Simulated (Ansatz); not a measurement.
An Ansatz (a quantum-chemistry and plane-wave program) run. Input:

Ansatz 0.2 input:
```yaml
crystal:
  lattice:
    - [0.0, 2.694513235, 2.694513235]
    - [2.694513235, 0.0, 2.694513235]
    - [2.694513235, 2.694513235, 0.0]
  atoms:
    - { symbol: S, position: [0.75, 0.75, 0.75] }
    - { symbol: Zn, position: [0.0, 0.0, 0.0] }
kpoints:
  mp_grid: { grid: [9, 9, 9] }
hamiltonian:
  xc: r2scan
  pseudopotentials: { kind: paw }
scf:
  occupations: { method: fixed }
checkpoint: { read: static.run }
output: { bader: true, populations: true }
```

Output (shortened):

```
Pseudopotential: S, paw, valence charge 6
Pseudopotential: Zn, paw, valence charge 12
Functional definition: r2SCAN
Crystal: 2 atoms, lattice volume = 39.126 Å³
Basis set: ecut = 500 eV, 965 PW (Γ), exchange–correlation on 120×120×120 points (64 copies of the dense FFT grid, shifted against one another)
Bands: 13, of which v1, the nominal top of the filled ones, is band 9 counted from 1 (8 counted from 0)
Symmetry: 24 space group operations
Space group: F-43m (ITA 216), of the structure as read, at distance tolerance 3.4e-5 Å
k-points: 35 of 729 (time reversal used)
Stability of the state it starts from, as read at its close in the unpolarized treatment …
iter 1 solved again at ethr=2.64e-7 eV; its pass at ethr=3.10e-3 eV (dr2=4.76e-5 eV) is discarded
SCF iter   1: F=—  HF=-4233.450414 eV  |F-HF|=—  |Δ(HF+E_count)|=         —  Δρ=1.22e-6  dr2=5.24e-10  dr2_τ=4.25e-11  ethr=2.64e-7  ⟨swp⟩=3.1  Hψ=3628  notcnv=0  defer=58
preconditioner: auto → none
SCF iter   2: F=-4233.450414 eV  HF=-4233.450414 eV  |F-HF|=3.24e-10  |Δ(HF+E_count)|=   3.74e-8  Δρ=9.60e-7  dr2=4.42e-10  dr2_τ=4.88e-11  ethr=2.91e-12  ⟨swp⟩=7.9  Hψ=2599  notcnv=0
SCF 1 converged in 2 iterations: F = -4233.450414 eV  dr2 = 4.42e-10
SCF converged after 2 iterations
Free energy (F): -4233.450414 eV
Harris-Foulkes:  -4233.450414 eV  (|F-HF|=3.24e-10)
Internal energy: -4233.450414 eV  (E = F + TS)
E sigma→0 (E₀):  -4233.450414 eV
Fermi energy:    5.617995 eV
--- Per-component energies (eV) ---
  E_band       = -1.103374
  E_kinetic    = 237.559287
  E_local      = -2041.136130  (includes V_loc(G=0)·N_el)
  E_nonlocal   = 646.588818
  E_hartree    = 856.383189
  E_xc         = -215.802120
  E_vxc        = -148.248879  (∫ρ·V_xc dr)
  E_paw        = -2459.889161  (= ΣΔE_a)
  E_vpaw       = -415.968941  (= ΣTr[D̂ρ^β])
  E_aug_tail   = -0.000075  (compensation charges beyond the density's cutoff)
  E_vtau       = 7.336164  (kinetic-family band-sum trace: ∫τ·v_τ [+ j·A + Jᵃ·Aᵃ] dr)
  E_ewald      = -1256.861836
  E_core_change = -0.292385  (= ΣΔE_core)
  E_smearing   =  0.000000  (= −TS)
  E_closure    = 0.000000  (closes the sum)
  Σ components = -4233.450414   (vs F -4233.450414, Δ=0.00e0)
  [band-id]    e_kinetic+e_local+e_nonlocal+2·e_hartree+e_vxc+e_vpaw+e_augmentation_tail+e_vtau = -1.103378   (vs E_band -1.103374, Δ=-4.32e-6)
--- Band table (eV; the first three rows and the last of 35) ---
  k-point 0: bands = ["-8.1193", "-0.9125", "-0.9125", "-0.9125", "-0.3635", "-0.3635", "5.6180", "5.6180", "5.6180", "8.3213", "12.4828", "12.4828", "12.4828"]
  k-point 1: bands = ["-8.0228", "-0.9108", "-0.8945", "-0.8945", "-0.3648", "-0.3648", "4.7111", "5.4954", "5.4954", "8.9966", "12.3879", "12.6976", "12.6976"]
  k-point 2: bands = ["-7.7622", "-0.8779", "-0.8519", "-0.8519", "-0.3636", "-0.3636", "3.1420", "5.2101", "5.2101", "9.6111", "12.8176", "13.0669", "13.0669"]
  k-point 34: bands = ["-6.8507", "-0.7695", "-0.6259", "-0.4478", "-0.3786", "-0.0062", "0.9731", "2.6155", "3.1560", "11.5483", "12.0890", "13.6286", "15.1767"]
--- Löwdin populations: 2 sites ---
  site symbol       q [e]
     0      S      7.1177
     1     Zn     10.6923
  spilling = 0.010556 (of n_electrons = 18.000000)
--- Bader charges: 2 sites ---
  site symbol  charge [e]  shift [e]
     0      S     -0.9642     0.0044
     1     Zn      0.9642     0.0044
  shift: an alarm, by how much a part of what the PAW files miss would move the charge. Where it is large, compare
  with a run on PAW files of another source; a small one proves nothing
  estimated error of the sums over rays = 2.8e-4 e
```

Cost: very roughly 28 core-seconds on shared cores.

The r²SCAN relaxation kept the symmetry of its start.

Potentials: the later of the program's two PAW sets.

Ansatz is a plane-wave DFT program.
